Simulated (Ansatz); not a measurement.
Clean, relaxed (110) surface of W, space group Im-3m (No. 229) (top face towards +c; held atoms: 1, 2, 3, 4, 5, 6, 7, 8, 9):

```xyz
27
Lattice="8.2083 0.0000 0.0000 -2.7361 7.7389 0.0000 0.0000 0.0000 20.4680" Properties=species:S:1:pos:R:3 pbc="T T T"
W     0.9120    1.2898    8.0000
W     0.0000    3.8694    8.0000
W    -0.9120    6.4490    8.0000
W     3.6481    1.2898    8.0000
W     2.7361    3.8694    8.0000
W     1.8241    6.4490    8.0000
W     6.3842    1.2898    8.0000
W     5.4722    3.8694    8.0000
W     4.5602    6.4490    8.0000
W     1.8241    2.5796   10.1797
W     0.9120    5.1592   10.1797
W     2.7361    0.0000   10.1797
W     4.5602    2.5796   10.1797
W     3.6481    5.1592   10.1797
W     5.4722    0.0000   10.1797
W    -0.9120    2.5796   10.1797
W    -1.8241    5.1592   10.1797
W     0.0000    0.0000   10.1797
W     2.7361    3.8694   12.3594
W     1.8241    6.4490   12.3594
W     3.6481    1.2898   12.3594
W     5.4722    3.8694   12.3594
W     4.5602    6.4490   12.3594
W     6.3842    1.2898   12.3594
W     0.0000    3.8694   12.3594
W    -0.9120    6.4490   12.3594
W     0.9120    1.2898   12.3594
```

Theory: DFT PBE+D3(BJ), scalar-relativistic, plane waves, PAW (Ansatz). Plane waves to 420 eV, a k mesh through Γ of 3×3×1 on the computed 35-atom cell and Gaussian smearing (0.10 eV); no spin polarisation. The cell repeats along c with a dipole correction in the vacuum.

B2H6 is put on the top face, one molecule per 63.5 Å², and relaxed from 2 starts; the cell is lengthened along c to keep the vacuum. E_ads is per molecule, from the clean relaxed slab and the free relaxed molecule; negative means bound; no zero-point or thermal terms, forces under 0.04 eV/Å, and the free molecule is spin-polarised where open-shell. Heights count from the highest slab atom. Δp counts per cell along +c.

| start | E_ads (eV) | molecule | lowest atom's height (Å) | shortest contact | Δφ top (eV) | Δp (e·Å) |
| --- | --- | --- | --- | --- | --- | --- |
| flat, lowest atom H over a hollow W-W-W site | -3.89 | splits into B2H5 + H | 1.01 | H–W 1.89 Å | -0.03 | +0.013 |
| random tilt, lowest atom H over a bridge W-W site | -4.33 | splits into B2H5 + H | 0.90 | H–W 1.84 Å | -0.32 | +0.102 |

Each end is the local minimum that its start leads to. The pieces were run without spin polarisation.